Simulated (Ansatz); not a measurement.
The start is a relaxed Na2Te cell, doubled along one cell vector, shaken by Gaussian noise of σ = 0.08 Å a coordinate. The cell and all atomic positions are relaxed at zero pressure with r2SCAN (plane waves to 500 eV, PAW, scalar-relativistic; Ansatz, a program for electronic structure). The first steps use a coarse 3×6×6 k-mesh.

The start:
```yaml
crystal:
  lattice:
    - [0.00000, 7.27865, 7.27865]
    - [3.63932, 0.00000, 3.63932]
    - [3.63932, 3.63932, 0.00000]
  atoms:
    - { symbol: Na, position: [0.12725, 0.25948, 0.26392] }
    - { symbol: Na, position: [0.63214, 0.22069, 0.24948] }
    - { symbol: Na, position: [0.36932, 0.76390, 0.75228] }
    - { symbol: Na, position: [0.86510, 0.77674, 0.74628] }
    - { symbol: Te, position: [0.01053, 0.97136, 0.99889] }
    - { symbol: Te, position: [0.50568, 0.03187, 0.98057] }
```

Question: What is the largest force in the starting geometry, and on which atom (counted from 1)?

Answer: 0.51 eV/Å, on Te5 (atoms numbered as listed).

Question: By how much does the energy per atom fall from start to end?

Answer: 21 meV/atom.

Question: Is the parent structure recovered?

Answer: It relaxes back to the parent, Fm-3m (No. 225).

Question: Is the relaxed structure metallic? Give its gap.

Answer: 2.67 eV, direct at Γ (no spin-orbit coupling).

Final structure:

Space group Fm-3m (No. 225); a = b = c = 7.278 Å, α = β = γ = 90.00°

```tsv
atom	site	symmetry	x	y	z
Na	8c	-43m	0.2500	0.2500	0.2500
Te	4a	m-3m	0.0000	0.0000	0.0000
```
(The calculation used a cell of 3 atoms; values per cell refer to that cell.)

Final values are on a 8×8×8 k-mesh of the relaxed cell. No spin polarisation in the result. Without spin-orbit coupling the bands of the heavy element are not split, so the gap can be far off.
